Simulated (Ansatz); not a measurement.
# Two Ansatz runs on MoI3

The cell is built from the ReO3 type as a first guess.

First run: DFT, PBEsol, PAW with Ansatz's default frozen-core files, scalar-relativistic (Ansatz 0.2.0).

Command: `ansatz run input.yaml --threads 1 --pin off --max-ram 3072MiB --backend cpu --events-out ev --progress --plain --runs-dir out` The run took 17 s on 1 thread of Intel(R) Xeon(R) 6975P-C (Granite Rapids) (shared host), peak memory 0.51 GiB.

```yaml
crystal:
  lattice:
    - [5.1106516673, 0.0, 0.0]
    - [0.0, 5.1106516673, 0.0]
    - [0.0, 0.0, 5.1106516673]
  atoms:
    - { symbol: Mo, position: [0.0, 0.0, 0.0] }
    - { symbol: I, position: [0.5, 0.0, 0.0] }
    - { symbol: I, position: [0.0, 0.5, 0.0] }
    - { symbol: I, position: [0.0, 0.0, 0.5] }
kpoints:
  mp_grid: { grid: [7, 7, 7] }
scf:
  occupations: { method: fermi_dirac, width: 0.08 }
hamiltonian:
  xc: pbesol
  pseudopotentials: { kind: paw }
output:
  forces: true
  stress: true
relax:
  f_tol: 0.005
  max_steps: 80
  cell: {}
```

Result: converged; relaxed volume 40.516 Å³/atom; 37 SCF iterations in all.

Spin polarisation is left out, and whether a magnetic state lies lower isn't shown here.

Spin–orbit coupling is left out, though it moves levels of the heavy atoms by tenths of an eV or more.

A second input differs as follows:

```diff
@@ -1,7 +1,7 @@
 crystal:
   lattice:
-    - [5.1106516673, 0.0, 0.0]
-    - [0.0, 5.1106516673, 0.0]
-    - [0.0, 0.0, 5.1106516673]
+    - [3.57745617, 0.0, 0.0]
+    - [0.0, 3.57745617, 0.0]
+    - [0.0, 0.0, 3.57745617]
   atoms:
     - { symbol: Mo, position: [0.0, 0.0, 0.0] }
@@ -13,4 +13,5 @@
 scf:
   occupations: { method: fermi_dirac, width: 0.08 }
+  max_iter: 100
 hamiltonian:
   xc: pbesol
```

Problem. Does the change harm the result?

Solution. Not here: the run converged; energy at zero smearing 0.0 meV/atom from the first run; relaxed volume 40.513 Å³/atom; 137 SCF iterations in all, so the odd setting did no harm in this case.
